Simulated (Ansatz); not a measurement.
Piezoelectric tensor of ZrSi3O8

Computed with Ansatz, DFT PBE, scalar-relativistic, plane waves, PAW. Plane waves to 420 eV; Γ-centred k mesh 4×4×4; fixed occupations. No spin polarisation.

Relaxed structure:
```yaml
crystal:
  lattice:
    - [3.76329, -3.83106, -0.00046]
    - [3.76329, 3.83106, -0.00046]
    - [-0.00420, 0.00000, 7.61347]
  atoms:
    - { symbol: Zr, position: [0.47984, 0.52016, 0.00000] }
    - { symbol: Si, position: [0.97515, 0.47605, 0.73037] }
    - { symbol: Si, position: [0.52395, 0.02485, 0.26963] }
    - { symbol: Si, position: [0.02310, 0.97690, 0.50000] }
    - { symbol: O, position: [0.04203, 0.23984, 0.60580] }
    - { symbol: O, position: [0.53173, 0.85780, 0.09014] }
    - { symbol: O, position: [0.14220, 0.46827, 0.90986] }
    - { symbol: O, position: [0.76016, 0.95797, 0.39420] }
    - { symbol: O, position: [0.03777, 0.73932, 0.63167] }
    - { symbol: O, position: [0.53792, 0.31487, 0.20869] }
    - { symbol: O, position: [0.68513, 0.46208, 0.79131] }
    - { symbol: O, position: [0.26068, 0.96223, 0.36833] }
```

The cell was found from a structure generator's guess, not taken from experiment.

(1) Give the relaxed-ion proper piezoelectric stress tensor e_iJ (C/m², Voigt columns xx yy zz yz xz xy).

(2) With the elastic constants (GPa, Voigt order)
```
38.8 15.8 -0.3  0.0 -3.2  0.0
15.8 57.0  7.9  0.0 -1.9  0.0
-0.3  8.0 34.4  0.0 -0.4  0.0
 0.0  0.0  0.0 12.2  0.0  1.2
-3.1 -1.9 -0.3  0.0 34.4  0.0
 0.0  0.0  0.0  1.2  0.0 18.9
```
find the strain coefficients d = e·C⁻¹ (pC/N).

Results:

(1)
```
x    0.000  0.000  0.000 -0.043  0.000  0.108
y    0.116  0.029 -0.080  0.000  0.023  0.000
z    0.000  0.000  0.000 -0.061  0.000 -0.029
```
Signs follow the orientation of the cell as given.

(2)
```
x    0.0  0.0  0.0 -4.1  0.0  6.0
y    3.0  0.0 -2.3  0.0  0.9  0.0
z    0.0  0.0  0.0 -4.8  0.0 -1.2
```
